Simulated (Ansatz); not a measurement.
Molecular dynamics on a 2×2×1 supercell (16 atoms) of CdSiSb2 (ordering on zincblende), relaxed with r2SCAN. Forces come from PBE in the plane-wave code Ansatz: Langevin thermostat and barostat (NPT), 2200 K, steps of 1.5 fs. Computed, non-magnetic; the trajectory is short and the cell small, so nothing here is a converged average. The structure comes from a prototype and may be hypothetical.

```yaml
crystal:
  lattice:
    - [8.6924272805, 0.0, 0.0]
    - [0.0, 8.6924272805, 0.0]
    - [0.0, 0.0, 6.4620353552]
  atoms:
    - { symbol: Cd, position: [0.0, 0.0, 0.0] }
    - { symbol: Sb, position: [0.0, 0.25, 0.2671719486] }
    - { symbol: Si, position: [0.25, 0.25, 0.5] }
    - { symbol: Sb, position: [0.25, 0.0, 0.7328280514] }
    - { symbol: Cd, position: [0.0, 0.5, 0.0] }
    - { symbol: Sb, position: [0.0, 0.75, 0.2671719486] }
    - { symbol: Si, position: [0.25, 0.75, 0.5] }
    - { symbol: Sb, position: [0.25, 0.5, 0.7328280514] }
    - { symbol: Cd, position: [0.5, 0.0, 0.0] }
    - { symbol: Sb, position: [0.5, 0.25, 0.2671719486] }
    - { symbol: Si, position: [0.75, 0.25, 0.5] }
    - { symbol: Sb, position: [0.75, 0.0, 0.7328280514] }
    - { symbol: Cd, position: [0.5, 0.5, 0.0] }
    - { symbol: Sb, position: [0.5, 0.75, 0.2671719486] }
    - { symbol: Si, position: [0.75, 0.75, 0.5] }
    - { symbol: Sb, position: [0.75, 0.5, 0.7328280514] }
kpoints:
  mp_grid: { grid: [2, 2, 2] }
hamiltonian:
  xc: pbe
scf:
  occupations: { method: fermi_dirac, width: 0.19 }
md:
  ensemble: npt_langevin
  temperature: 2200
  timestep: 1.5
  n_steps: 30
  initial_velocities: maxwell_boltzmann
  seed: 3214
```

Command: `ansatz run input.yaml --threads 4 --pin off --max-ram 3686MiB --backend cpu --events-out ev --progress --plain --runs-dir out`. Wall time 4.7 min on 4 threads of Arm Neoverse V1, on a shared host, load about 1.3 per core; peak host memory 2.1 GiB.

```tsv
step	t (fs)	T (K)	free energy F from step 0 (meV/atom)	kinetic energy (meV/atom)	pressure (GPa)	volume (Å³/atom)	largest force (eV/Å)
0	0	2062	0.0	266.6	2.75	30.52	0.18
1	1.5	2047	0.6	264.6	2.75	30.52	0.29
2	3	2022	2.8	261.4	2.75	30.52	0.59
3	4.5	2058	6.6	266.1	2.81	30.52	0.93
4	6	2036	12.2	263.2	2.87	30.51	1.28
5	7.5	1944	19.2	251.3	2.90	30.51	1.64
6	9	1956	27.3	252.9	2.98	30.51	1.99
7	10.5	1884	36.5	243.5	3.02	30.52	2.32
8	12	1716	46.6	221.9	3.01	30.53	2.63
9	13.5	1679	57.4	217.0	3.07	30.55	2.88
10	15	1573	68.3	203.4	3.09	30.57	3.08
11	16.5	1539	79.2	198.9	3.14	30.60	3.27
12	18	1539	90.1	198.9	3.21	30.62	3.46
13	19.5	1408	100.0	182.0	3.21	30.63	3.59
14	21	1298	108.2	167.7	3.21	30.65	3.63
15	22.5	1195	114.4	154.5	3.17	30.67	3.60
16	24	1110	118.8	143.5	3.11	30.71	3.52
17	25.5	1051	122.0	135.9	3.04	30.75	3.40
18	27	1084	124.5	140.1	3.00	30.80	3.26
19	28.5	949	126.2	122.7	2.88	30.84	3.07
20	30	1052	126.8	135.9	2.86	30.88	2.83
21	31.5	1023	126.7	132.2	2.76	30.93	2.59
22	33	949	125.7	122.6	2.64	30.97	2.35
23	34.5	1110	124.3	143.5	2.62	31.02	2.11
24	36	1245	123.1	160.9	2.60	31.07	1.98
25	37.5	1317	121.9	170.2	2.57	31.11	1.91
26	39	1386	121.0	179.1	2.54	31.14	1.95
27	40.5	1262	120.8	163.1	2.46	31.16	2.00
28	42	1333	121.3	172.3	2.48	31.19	2.05
29	43.5	1348	122.4	174.3	2.48	31.21	2.09
30	45	1562	124.5	202.0	2.59	31.23	2.14
```

The temperature starts at 2062 K, is lowest at step 22 (949 K, 33 fs) and ends at 1562 K. The thermostat hasn't had time to restore it. The atoms start on their lattice sites with kinetic energy alone, so much of it first passes into potential energy.

Positions (Å) and forces (eV/Å) at step 30:
```
cell (Å): 8.760 0.000 0.000; 0.000 8.760 0.000; 0.000 0.000 6.512
Cd   0.000  -0.062   0.037    -1.082   1.347   0.354
Sb   0.135   2.257   1.788    -0.442  -0.584   0.330
Si   2.338   1.959   3.280    -0.550   0.247  -0.034
Sb   2.007  -0.062   4.947     1.965   0.681  -0.504
Cd  -0.063   4.378   0.003     0.683   0.276   0.331
Sb   0.066   6.762   1.759    -1.281  -1.480   0.042
Si   2.090   7.119   3.070     0.748  -1.441   0.524
Sb   2.106   4.154   4.570     0.103   0.988   0.289
Cd   4.458   0.007   0.071    -0.465   0.836   0.047
Sb   4.474   2.477   1.848     0.121  -1.278   0.129
Si   6.551   2.089   3.413     0.697   0.164  -0.851
Sb   6.573  -0.027   4.874    -0.192  -0.261  -0.533
Cd   4.343   4.317  -0.169    -0.100   0.471  -0.611
Sb   4.181   6.623   1.697     0.442  -0.375   0.151
Si   6.471   6.774   3.087     0.188  -0.603   0.449
Sb   6.721   4.309   4.673    -0.834   1.012  -0.111
```
